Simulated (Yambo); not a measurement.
G0W0@LDA for AlN (zinc blende, space group F-43m, No. 216) in Yambo. Reference settings: 6×6×6 Γ-centred k mesh, 77 bands and a 14 Ry block in the screening, 77 bands in G with the Bruneval-Gonze terminator, plasmon pole fitted at 27.2 eV. The LDA gap Γ → X on this mesh is 3.27 eV; G0W0 gaps are taken between the same points.

The settings were changed. The gap went from 4.85 eV to 4.83 eV, and the shift of the valence edge from -1.04 eV to -0.99 eV.

Question: Which change was made?
(A) 2 Ry block
(B) 47 bands in G, no terminator
(C) 32 bands in W
(D) 47 bands in W, 47 bands in G

Answer: D, 47 bands in W, 47 bands in G. The others gave (gap, valence shift): 32 bands in W: 4.79, -0.89 eV; 47 bands in G, no terminator: 4.67, -0.78 eV; 2 Ry block: 4.40, -0.54 eV.

Geometry relaxed with LDA; primitive cell a = 3.064 Å, b = 3.064 Å, c = 3.064 Å, α = 60.00°, β = 60.00°, γ = 60.00°.

This is not the ordinary phase of the substance; no match was found in the copy of COD used, and its stability was not checked.

A shift is the quasiparticle energy of the state minus its LDA energy.
